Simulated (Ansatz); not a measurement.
## ⁷³Ge nuclear quadrupole resonance in GePt

Cell: a COD entry, its atoms then relaxed with PBE in this cell.

Space group Pnma (No. 62); a = 5.7320, b = 3.7010, c = 6.0880 Å.

| site | Wyckoff | site symmetry | x | y | z |
| --- | --- | --- | --- | --- | --- |
| Ge | 4c | .m. | 0.8168 | 0.7500 | 0.5879 |
| Pt | 4c | .m. | 0.9981 | 0.7500 | 0.1902 |

One atom of each set is listed.

Computed with Ansatz: DFT, LDA, plane waves and PAW, scalar-relativistic, 420 eV cutoff, Γ-centred 8×13×8 k-points, Fermi–Dirac smearing 0.05 eV.

⁷³Ge: I = 9/2, Q = -196.0 mb (year-2017 value). Static lattice, zero field.

Question: Predict the zero-field ⁷³Ge lines of each site.

Answer: For I = 9/2 and η = 0 the lines are |C_Q|/24 times 1, 2, 3 and 4; η shifts the lowest up most. At large η the states mix, and weaker lines appear at sums of the main ones; lines under 5 % of the strongest are left out.

```csv
site,atoms,V_zz (10²¹ V/m²),C_Q (MHz),η,line frequencies (MHz)
Ge,4,-6.71,31.8,0.98,"3.26, 3.32, 4.78, 4.86, 6.57"
```

With no gap above 0.1 eV, as in a metal, the gradients converge slowly in k; expect changes of a tenth or more on a denser mesh. Without spin–orbit coupling the gradients at and beside Pt can be off by some per cent, at some sites by more.
